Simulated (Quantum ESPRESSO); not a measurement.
## Kohn-Sham bands of Al2HgS4 (I-4)

```
Al2HgS4
1.0
    5.57583     0.00000     0.00000
    0.00000     5.57583     0.00000
   -2.78791    -2.78791     5.12299
Al Hg S
2 1 4
Direct
  0.75000   0.25000   0.50000
  0.50000   0.50000   0.00000
  0.00000   0.00000   0.00000
  0.59746   0.14536   0.72928
  0.41608   0.40254   0.27072
  0.13182   0.58392   0.72928
  0.85464   0.86818   0.27072
```

Materials Project entry mp-7906; symmetrised, unrelaxed at this level. COD (Crystallography Open Database) has an entry of this formula and space group (matched by these alone). Method: PBEsol plane waves in Quantum ESPRESSO 7.5 (PseudoDojo norm-conserving files, 53 Ry, no spin polarisation, no spin-orbit coupling), Bloch states on a 4×4×4 mesh through Γ, Wannier90 4.0.1. Density: 6×6×6 mesh, cold smearing 0.01 Ry. Spin-orbit coupling is left out although heavy elements are present.

Energies are relative to the valence-band maximum; weights are on the orthonormalised atomic waves of the pseudopotential files, averaged over the group. 50 electrons a cell are treated as valence.

```csv
bands,from (eV),to (eV),filling,weight on atomic waves
1,-113.70,-113.69,filled,[?]
2–4,-61.99,-61.97,filled,[?]
5–8,-12.69,-11.20,filled,[?]
9–13,-6.03,-5.43,filled,[?]
14–25,-5.19,-0.01,filled,[?]
```

Which atomic shells make up each group?


- 1, weight on atomic waves: Hg 5s 99 %
- 2–4, weight on atomic waves: Hg 5p 100 %
- 5–8, weight on atomic waves: S 3s 74 %, Al 3p 15 %, Al 3s 6 %
- 9–13, weight on atomic waves: Hg 5d 83 %, S 3p 12 %
- 14–25, weight on atomic waves: S 3p 74 %, Al 3p 8 %, Hg 5d 6 %

The Kohn-Sham gap over both meshes and the path is 2.00 eV.
